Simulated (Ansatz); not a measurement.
# RbMg3: what symmetry allows forces and stress to be

```yaml
crystal:
  lattice:
    - [3.26233, 0.00000, 0.00000]
    - [0.00000, 5.40904, 0.00000]
    - [0.00000, 0.00000, 7.76022]
  atoms:
    - { symbol: Rb, position: [0.00000, 0.00000, 0.12233] }
    - { symbol: Mg, position: [0.50000, 0.00000, 0.65130] }
    - { symbol: Mg, position: [0.50000, 0.50000, 0.44940] }
    - { symbol: Mg, position: [0.00000, 0.50000, 0.77697] }
```

All numbers below come from DFT PBEsol, scalar-relativistic, plane waves, PAW (Ansatz 0.2.0).

Plane waves to 420 eV, a k mesh through Γ of 12×8×6 on the computed 4-atom cell and Gaussian smearing (0.10 eV); no spin polarisation.

This distorted cell has space group Pmm2, with 4 operations.

Problem. Without a calculation: in which directions can each atom feel a force?

Solution. A force must be left unchanged by every operation that keeps its atom in place, so it lies in the space that those operations leave fixed. Atoms that the group maps onto each other feel forces of one size.
| atom | site symmetry | operations at the site | equivalent to atom | allowed force (Cartesian) |
| --- | --- | --- | --- | --- |
| Rb1 | mm2 | 4 | 1 | along (0.00, 0.00, 1.00) |
| Mg2 | mm2 | 4 | 2 | along (0.00, 0.00, 1.00) |
| Mg3 | mm2 | 4 | 3 | along (0.00, 0.00, 1.00) |
| Mg4 | mm2 | 4 | 4 | along (0.00, 0.00, 1.00) |

That leaves 4 independent force components of 12, tied by 1 condition that the forces sum to zero, so 3 remain. A relaxation in this cell that keeps the symmetry moves the atoms in these directions alone.

Problem. And the stress tensor?

Solution. It must be invariant under the point group, which leaves 3 independent components: yz, xz, xy vanish.

Problem. Do the computed values obey this?

Solution. Yes. Forces (eV/Å):
```
Rb1  0.000  0.000  0.167
Mg2  0.000  0.000 -0.010
Mg3  0.000  0.000 -0.242
Mg4  0.000  0.000  0.085
```

Stress (GPa, compression positive, xx yy zz yz xz xy): 0.13 -1.31 0.05 0.00 0.00 0.00. The program imposes the same operations on density, forces and stress, so this confirms the analysis and is no independent test of the calculation.